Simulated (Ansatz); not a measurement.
A geometry of MgSe away from equilibrium: step 2 of the relaxation of a relaxed MgSe cell with one Mg and one Se atom exchanged in a cell of 4 atoms. All values below come from r2SCAN (plane waves to 500 eV, PAW, scalar-relativistic; Ansatz, a first-principles code). Γ-centred k-mesh 7×7×7 on the run's cell (coarser than for final values), Fermi–Dirac smearing 0.05 eV. The plane waves were selected for a different cell earlier on the path.

```yaml
crystal:
  lattice:
    - [0.03413, 5.54384, 5.54384]
    - [2.78898, 0.00000, 2.78898]
    - [2.78898, 2.78898, 0.00000]
  atoms:
    - { symbol: Mg, position: [0.98291, 0.01139, 0.01139] }
    - { symbol: Se, position: [0.46877, 0.02082, 0.02082] }
    - { symbol: Mg, position: [0.26709, 0.48861, 0.48861] }
    - { symbol: Se, position: [0.78123, 0.47918, 0.47918] }
```

Problem. Give the Cartesian forces on all atoms (eV/Å).

Solution. 
```json
[
 {"atom": "Mg1", "Fx": "1.01", "Fy": "-1.01", "Fz": "-1.01"},
 {"atom": "Se2", "Fx": "1.48", "Fy": "-1.48", "Fz": "-1.48"},
 {"atom": "Mg3", "Fx": "-1.01", "Fy": "1.01", "Fz": "1.01"},
 {"atom": "Se4", "Fx": "-1.48", "Fy": "1.48", "Fz": "1.48"}
]
```

The path ends in R-3m (No. 166). No spin polarisation in the result. No dispersion correction is included, so spacings between layers, chains or molecules are soft and tend to come out too large.

The run could not lose the symmetry of its start: the end is stationary, and may be a saddle point rather than a minimum.

The end of the path is a generated cell of MgSe: the first start was made by placing the elements on the sites of a structure type, and the end was not matched to a known phase here, so it may be hypothetical. Known forms of MgSe include space group No. 225.
